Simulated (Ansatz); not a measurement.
All numbers below come from DFT r2SCAN, scalar-relativistic, plane waves, PAW (Ansatz 0.2.0).

Structure of Ca:

```
Ca
1.0
     3.93888    0.00000    0.00000
    -1.96944    3.41117    0.00000
     0.00000    0.00000    6.45688
Ca
2
Direct
  0.33333 0.66667 0.25000
  0.66667 0.33333 0.75000
```

Cutoff 500 eV; k points 12×12×8 on the computed 2-atom cell (Γ-centred); Gaussian smearing, width 0.10 eV; no spin polarisation.

Levels along Γ–M–K–Γ–A–L–H–A | L–M | H–K, in eV from the Fermi level, sorted by energy at each point. Points in fractions of the primitive reciprocal vectors: Γ (0.000 0.000 0.000), M (0.500 0.000 0.000), K (0.333 0.333 0.000), A (0.000 0.000 0.500), L (0.500 0.000 0.500), H (0.333 0.333 0.500).
```
point k (1/Å, with 2π) band 9  band 10  band 11  band 12  band 13
    Γ             0.000   -4.31    -1.02    -0.40     2.56     2.57
    -             0.132   -4.23    -0.94    -0.38     2.34     2.63
    -             0.263   -3.99    -0.72    -0.33     2.00     2.56
    -             0.395   -3.61    -0.38    -0.24     1.55     2.27
    -             0.526   -3.09    -0.11     0.00     1.03     2.03
    -             0.658   -2.46     0.05     0.29     0.45     1.89
    -             0.789   -1.76    -0.25     0.21     0.46     1.59
    M             0.921   -1.16    -0.84     0.29     0.49     1.47
    -             0.997   -1.14    -0.82     0.30     0.49     1.47
    -             1.073   -1.07    -0.79     0.34     0.48     1.48
    -             1.149   -0.96    -0.72     0.40     0.46     1.49
    -             1.225   -0.82    -0.64     0.39     0.49     1.50
    -             1.301   -0.65    -0.54     0.26     0.58     1.52
    -             1.377   -0.46    -0.42     0.04     0.66     1.55
    K             1.453   -0.29    -0.26    -0.26     0.70     1.59
    -             1.605   -1.05     0.04     0.11     0.54     1.70
    -             1.756   -1.91     0.26     0.34     0.42     1.90
    -             1.909   -2.71     0.01     0.22     0.88     1.85
    -             2.060   -3.38    -0.20    -0.18     1.38     2.11
    -             2.212   -3.89    -0.62    -0.30     1.88     2.46
    -             2.364   -4.21    -0.92    -0.37     2.30     2.64
    Γ             2.516   -4.31    -1.02    -0.40     2.56     2.57
    -             2.586   -4.29    -1.21    -0.22     2.54     2.56
    -             2.655   -4.22    -1.55     0.09     2.47     2.55
    -             2.725   -4.11    -1.92     0.42     2.36     2.53
    -             2.794   -3.96    -2.28     0.73     2.21     2.52
    -             2.864   -3.76    -2.63     1.02     2.02     2.52
    -             2.933   -3.53    -2.96     1.30     1.80     2.53
    A             3.003   -3.26    -3.26     1.56     1.56     2.57
    -             3.134   -3.18    -3.18     1.56     1.56     2.48
    -             3.266   -2.96    -2.96     1.55     1.55     2.25
    -             3.397   -2.61    -2.61     1.46     1.46     1.99
    -             3.529   -2.15    -2.15     1.19     1.19     1.83
    -             3.660   -1.60    -1.60     0.78     0.78     1.74
    -             3.792   -1.03    -1.03     0.32     0.32     1.68
    L             3.924   -0.67    -0.67    -0.02    -0.02     1.65
    -             4.000   -0.64    -0.64    -0.01    -0.01     1.63
    -             4.076   -0.57    -0.57     0.01     0.01     1.57
    -             4.152   -0.46    -0.46     0.04     0.04     1.46
    -             4.228   -0.30    -0.30     0.10     0.10     1.28
    -             4.303   -0.13    -0.13     0.17     0.17     1.06
    -             4.379    0.03     0.03     0.27     0.27     0.80
    H             4.455    0.12     0.12     0.34     0.34     0.63
    -             4.607   -0.38    -0.38     0.48     0.48     1.00
    -             4.759   -1.11    -1.11     0.76     0.76     1.42
    -             4.911   -1.80    -1.80     1.09     1.09     1.69
    -             5.063   -2.41    -2.41     1.40     1.40     1.88
    -             5.215   -2.87    -2.87     1.54     1.54     2.17
    -             5.367   -3.16    -3.16     1.56     1.56     2.45
    A             5.519   -3.26    -3.26     1.56     1.56     2.57
    L             5.519   -0.67    -0.67    -0.02    -0.02     1.65
    -             5.588   -0.72    -0.66    -0.03     0.07     1.55
    -             5.658   -0.82    -0.69     0.01     0.19     1.46
    -             5.727   -0.93    -0.73     0.08     0.31     1.41
    -             5.797   -1.03    -0.78     0.16     0.41     1.40
    -             5.866   -1.10    -0.81     0.23     0.46     1.42
    -             5.936   -1.15    -0.83     0.27     0.49     1.46
    M             6.005   -1.16    -0.84     0.29     0.49     1.47
    H             6.005    0.12     0.12     0.34     0.34     0.63
    -             6.075    0.02     0.23     0.26     0.26     0.73
    -             6.144   -0.07     0.12     0.12     0.34     0.92
    -             6.214   -0.14    -0.01    -0.01     0.45     1.11
    -             6.283   -0.21    -0.12    -0.12     0.55     1.29
    -             6.353   -0.25    -0.20    -0.20     0.62     1.45
    -             6.422   -0.28    -0.25    -0.25     0.68     1.55
    K             6.492   -0.29    -0.26    -0.26     0.70     1.59
```

This form isn't the element's structure at ambient conditions.

Cost: 1 run of about 1.2 core-minutes, on Oxide Virtual Turin-like Processor (Zen 5) (shared hosts).